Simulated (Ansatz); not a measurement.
**SbAs: moving Sb off its site**

SbAs, R-3m, a = 4.025 Å, c = 10.837 Å (as given, not relaxed at this level: -2.6 GPa). The structure is a COD entry; whether it is the stable form wasn't checked. Ansatz: r2SCAN, PAW, 500 eV, Γ-centred 12×12×12 mesh on 2 atoms, Gaussian smearing 0.15 eV; no spin polarisation.

```
CELL_PARAMETERS angstrom
2.01275 1.16206 3.61233
-2.01275 1.16206 3.61233
0.00000 -2.32412 3.61233
ATOMIC_POSITIONS crystal
Sb 0.50000 0.50000 0.50000
As 0.00000 0.00000 0.00000
```

Atom 1 (Sb) moves by x along the unit vector (1.000, 0.000, 0.000), with its periodic images; all else is held. y is the free energy of the cell over the start, F the force along the path summed over the moved atoms. Symmetry makes y even in x.

```tsv
x (Å)	y (meV)	F (eV/Å)
-0.3000	-67.9	-0.04
-0.1500	-30.9	-0.34
0.0000	0.0	0.00
0.0750	-8.8	0.22
0.2250	-55.2	0.28
0.2625	?	?
```

**Question.** Fit y = c2 x² + c4 x⁴ to the energies of the other rows, give the force constant, and predict energy and force of the missing row.

**Answer.** Least squares on the rows shown. y = −1547 x² + 8824 x⁴. The force constant is 2 c2 = -3.09 eV/Å², negative: the site is a maximum along this line, for the cell as given, at -2.6 GPa (for all images moving together, not for a lone atom). The force −dy/dx at the missing row is 0.17 eV/Å (computed 0.18). With a term in x⁶ added, the coefficient of x² becomes -1627, 5 % more, which shows how far this figure hangs on the form. At x = 0.2625 the fit asked for gives -64.7 meV. The run gave -63.8 meV, so the fit is 0.9 meV too low, 1.3 % of the span of the series, against an rms of 0.4 meV on the fitted rows. With a term in x⁶ added, a fit to the same known rows predicts -63.8 meV, so most of the miss is curvature that the known rows already hold.